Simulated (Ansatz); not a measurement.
**Calculated ¹¹B nuclear quadrupole resonance for BH₃**

Cell: a Materials Project structure (computed, not necessarily an observed phase), taken as it stands.

Space group P2_1/c (No. 14); a = 4.2906, b = 6.1891, c = 6.1933 Å, β = 116.54°.

| site | Wyckoff | site symmetry | x | y | z |
| --- | --- | --- | --- | --- | --- |
| B | 4e | 1 | 0.8575 | 0.4562 | 0.3554 |
| H5 | 4e | 1 | 0.6132 | 0.3488 | 0.3287 |
| H9 | 4e | 1 | 0.9122 | 0.5048 | 0.1896 |
| H13 | 4e | 1 | 0.1411 | 0.3686 | 0.5241 |

One atom of each set is listed.

The numbers come from a DFT calculation in Ansatz (PBE, plane waves and PAW, scalar-relativistic, 420 eV cutoff, Γ-centred 7×5×5 k-points, Fermi–Dirac smearing 0.02 eV).

¹¹B: I = 3/2, Q = 40.59 mb (year-2017 value). Static lattice, zero field.

(1) Predict the zero-field ¹¹B lines of each site.

(2) And for ¹⁰B (I = 3, Q = 84.59 mb) on B?

Answers

(1) For I = 3/2 there is one line, ν = (|C_Q|/2)(1 + η²/3)^½.

| site | atoms | V_zz (10²¹ V/m²) | C_Q (MHz) | η | line frequencies (MHz) |
| --- | --- | --- | --- | --- | --- |
| B | 4 | 2.84 | 2.79 | 0.85 | 1.56 |

(2) C_Q scales with Q to 5.81 MHz, with lines at 0.0186, 0.0423, 0.284, 0.430, 0.714, 0.974, 1.02, 1.21, 1.22, 1.40, 1.45, 1.49, 1.51 MHz.
